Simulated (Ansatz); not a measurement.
What DFT gives for ZnAu

```yaml
crystal:
  lattice:
    - [3.13232, 0.00000, 0.00000]
    - [0.00000, 3.13232, 0.00000]
    - [0.00000, 0.00000, 3.13232]
  atoms:
    - { symbol: Au, position: [0.00000, 0.00000, 0.00000] }
    - { symbol: Zn, position: [0.50000, 0.50000, 0.50000] }
```

Method: PBE, no spin polarisation; PAW, plane waves to 420 eV, 11×11×11 Γ-centred mesh, fermi-dirac occupations (width 0.1 eV) (Ansatz 0.2.0), atoms fixed.

Problem. What is the formation energy?

Solution. -0.20 eV an atom against the elements' usual phases (free molecules for gases, crystals otherwise, with no correction for O₂ or N₂), so it is bound against them; other compounds may still compete. Relaxing would lower it.

Problem. Are the atoms at rest?

Solution. The forces vanish by the symmetry of the sites.

Problem. Is the cell too large or too small?

Solution. The pressure is 6.9 GPa (compression positive), so with the atoms held at these fractions the cell would first expand.

Problem. How is the charge shared?

Solution. Bader charges in e: Zn +0.59, Au -0.59. In the mean Zn gives up most and Au takes most.

Problem. What happens at the Fermi level?

Solution. It is a metal, with about 0.51 states/eV a cell as the mean within 0.25 eV of the Fermi level.

Problem. Describe some of the short contacts.

Solution. Au–Zn at 2.71 Å: least valence density 0.28 e/Å³ and ELF 0.23 there. Au–Au at 3.13 Å: least valence density 0.21 e/Å³ and ELF 0.19 there. Zn–Zn at 3.13 Å: least valence density 0.14 e/Å³ and ELF 0.20 there. These are pseudo-fields; inside the PAW spheres they differ from the all-electron ones.

Origin: a database entry at a rescaled volume.
